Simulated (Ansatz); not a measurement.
**Calculated ¹⁷O NMR of the central transition for TiO2 under strain**

Cell: a COD entry, relaxed with PBE at fixed cell and then changed (z stretched by 3 %, ions relaxed).

```
CELL_PARAMETERS angstrom
5.14500 0.00000 0.00000
0.00000 9.18500 0.00000
0.00000 0.00000 5.61041
ATOMIC_POSITIONS crystal
Ti 0.13718 0.12905 0.91005
Ti 0.63718 0.37095 0.08995
Ti 0.86282 0.62905 0.58995
Ti 0.36282 0.87095 0.41005
Ti 0.86282 0.87095 0.08995
Ti 0.36282 0.62905 0.91005
Ti 0.13718 0.37095 0.41005
Ti 0.63718 0.12905 0.58995
O 0.46423 0.23040 0.89131
O 0.96423 0.26960 0.10869
O 0.53577 0.73040 0.60869
O 0.03577 0.76960 0.39131
O 0.53577 0.76960 0.10869
O 0.03577 0.73040 0.89131
O 0.46423 0.26960 0.39131
O 0.96423 0.23040 0.60869
O 0.81578 0.00994 0.85337
O 0.31578 0.49006 0.14663
O 0.18422 0.50994 0.64663
O 0.68422 0.99006 0.35337
O 0.18422 0.99006 0.14663
O 0.68422 0.50994 0.85337
O 0.81578 0.49006 0.35337
O 0.31578 0.00994 0.64663
```

Atoms are numbered from 1 in the order listed; like atoms form one site, named after its first atom.

Method: Kohn–Sham DFT in Ansatz, PBE, plane waves and PAW, scalar-relativistic, 420 eV cutoff, Γ-centred 5×3×5 k-points, Fermi–Dirac smearing 0.02 eV.

¹⁷O has I = 5/2 and Q = -25.58 mb (Pyykkö 2018); at 7.05 T its Larmor frequency is ν₀ = 40.7 MHz. Only the quadrupole interaction is simulated: positions count from each site's isotropic chemical shift, and J coupling is left out, as are shift anisotropy and dipolar coupling, which fast spinning averages.

(1) Give C_Q, η, the quadrupolar product P_Q = |C_Q|(1 + η²/3)^½, the second-order isotropic shift and the breadth of the pattern (fast magic-angle spinning) for each O site.

Answers

(1) 

```tsv
site	first shell	C_Q (MHz)	η	P_Q (MHz)	δ_QIS (ppm)	breadth (kHz)
O9	3 Ti at 1.92–2.13 Å	1.53	0.91	1.73	-10.9	0.986
O17	3 Ti at 1.86–2.06 Å	-1.33	0.85	1.48	-7.97	0.730
```

δ_QIS = −(ν_Q²/30ν₀²)[I(I+1) − 3/4](1 + η²/3) × 10⁶ ppm with ν_Q = 3|C_Q|/[2I(2I−1)]; it falls as 1/B₀² in ppm, and the breadth as 1/B₀ in kHz.
